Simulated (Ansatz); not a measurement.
YN:
```cif
data_NY
_chemical_formula_sum 'N1 Y1'
_space_group_name_H-M_alt 'P 1'
_space_group_IT_number 1
_cell_length_a 3.69541
_cell_length_b 3.69541
_cell_length_c 3.69541
_cell_angle_alpha 60.000
_cell_angle_beta 60.000
_cell_angle_gamma 60.000
loop_
_space_group_symop_operation_xyz
  'x, y, z'
loop_
_atom_site_label
_atom_site_type_symbol
_atom_site_fract_x
_atom_site_fract_y
_atom_site_fract_z
_atom_site_occupancy
N1 N 0.25000 0.25000 0.25000 1
Y1 Y 0.00000 0.00000 0.00000 1
```

Relaxed with PBEsol.

**Question.** Which orbitals make up the states near the band edges in PBEsol (plane waves, PAW; program Ansatz)?

**Answer.** Top 1 eV of the valence band: N 2p 78 %, Y 4d 17 %. Bottom 1 eV of the conduction band: Y 4d 76 %, N 2p 7 %, Y 5s 6 %, outside the projected shells 6 %. Projections are on Löwdin-orthogonalised atomic valence shells; empty p or d shells of many metals are not among them.

**Question.** Tabulate the density of states.

**Answer.** States/eV per cell of 2 atoms, in 0.25 eV bins, energy from the valence-band maximum.

| E (eV) | total | Y 4d | N 2p | Y 5s |
|---|---|---|---|---|
| -7.85 | 0.00 | 0.00 | 0.00 | 0.00 |
| -7.60 | 0.00 | 0.00 | 0.00 | 0.00 |
| -7.35 | 0.00 | 0.00 | 0.00 | 0.00 |
| -7.10 | 0.00 | 0.00 | 0.00 | 0.00 |
| -6.85 | 0.00 | 0.00 | 0.00 | 0.00 |
| -6.60 | 0.00 | 0.00 | 0.00 | 0.00 |
| -6.35 | 0.00 | 0.00 | 0.00 | 0.00 |
| -6.10 | 0.00 | 0.00 | 0.00 | 0.00 |
| -5.85 | 0.00 | 0.00 | 0.00 | 0.00 |
| -5.60 | 0.00 | 0.00 | 0.00 | 0.00 |
| -5.35 | 0.00 | 0.00 | 0.00 | 0.00 |
| -5.10 | 0.00 | 0.00 | 0.00 | 0.00 |
| -4.85 | 0.00 | 0.00 | 0.00 | 0.00 |
| -4.60 | 0.00 | 0.00 | 0.00 | 0.00 |
| -4.35 | 0.00 | 0.00 | 0.00 | 0.00 |
| -4.10 | 0.00 | 0.00 | 0.00 | 0.00 |
| -3.85 | 0.00 | 0.00 | 0.00 | 0.00 |
| -3.60 | 0.00 | 0.00 | 0.00 | 0.00 |
| -3.35 | 0.00 | 0.00 | 0.00 | 0.00 |
| -3.10 | 0.00 | 0.00 | 0.00 | 0.00 |
| -2.85 | 0.00 | 0.00 | 0.00 | 0.00 |
| -2.60 | 0.62 | 0.24 | 0.33 | 0.05 |
| -2.35 | 1.24 | 0.42 | 0.67 | 0.11 |
| -2.10 | 2.21 | 0.67 | 1.23 | 0.24 |
| -1.85 | 2.05 | 0.60 | 1.21 | 0.16 |
| -1.60 | 2.17 | 0.58 | 1.38 | 0.11 |
| -1.35 | 2.46 | 0.75 | 1.63 | 0.04 |
| -1.10 | 5.01 | 1.36 | 3.44 | 0.09 |
| -0.85 | 2.87 | 0.66 | 2.08 | 0.05 |
| -0.60 | 2.22 | 0.40 | 1.70 | 0.03 |
| -0.35 | 1.86 | 0.24 | 1.52 | 0.02 |
| -0.10 | 1.30 | 0.10 | 1.13 | 0.01 |
| 0.15 | 0.00 | 0.00 | 0.00 | 0.00 |
| 0.40 | 0.00 | 0.00 | 0.00 | 0.00 |
| 0.65 | 0.00 | 0.00 | 0.00 | 0.00 |
| 0.90 | 0.00 | 0.00 | 0.00 | 0.00 |
| 1.15 | 0.00 | 0.00 | 0.00 | 0.00 |
| 1.40 | 0.00 | 0.00 | 0.00 | 0.00 |
| 1.65 | 0.00 | 0.00 | 0.00 | 0.00 |
| 1.90 | 0.00 | 0.00 | 0.00 | 0.00 |
| 2.15 | 0.59 | 0.48 | 0.01 | 0.01 |
| 2.40 | 1.12 | 0.89 | 0.06 | 0.05 |
| 2.65 | 0.90 | 0.67 | 0.08 | 0.06 |
| 2.90 | 0.84 | 0.59 | 0.10 | 0.07 |
| 3.15 | 0.82 | 0.54 | 0.11 | 0.09 |
| 3.40 | 0.85 | 0.52 | 0.13 | 0.11 |
| 3.65 | 0.91 | 0.50 | 0.16 | 0.15 |
| 3.90 | 0.87 | 0.44 | 0.17 | 0.15 |
| 4.15 | 0.84 | 0.37 | 0.19 | 0.15 |
| 4.40 | 0.53 | 0.29 | 0.08 | 0.08 |
| 4.65 | 2.39 | 1.81 | 0.34 | 0.11 |
| 4.90 | 2.97 | 2.12 | 0.55 | 0.12 |
| 5.15 | 1.83 | 1.26 | 0.39 | 0.07 |
| 5.40 | 1.12 | 0.91 | 0.13 | 0.02 |
| 5.65 | 1.83 | 1.55 | 0.18 | 0.00 |
| 5.90 | 1.85 | 1.60 | 0.16 | 0.00 |
| 6.15 | 1.47 | 1.30 | 0.11 | 0.00 |
| 6.40 | 1.25 | 1.13 | 0.08 | 0.00 |
| 6.65 | 0.81 | 0.76 | 0.03 | 0.00 |
| 6.90 | 0.25 | 0.19 | 0.00 | 0.02 |

Space group F-43m (zinc blende). The start of the workflow was typed in or built on a structure type; the Crystallography Open Database copy checked does not list it. COD files the formula under space group No. 225, so this cell is another polymorph or a model. Whether it is the stable phase at ambient conditions was not checked. Symmetry was held in the PBEsol relaxation; whether a distortion lowers the energy is not shown. The run is not spin-polarised. Spin–orbit coupling is left out wherever it is not named.

Potentials: the later of the program's two PAW sets.
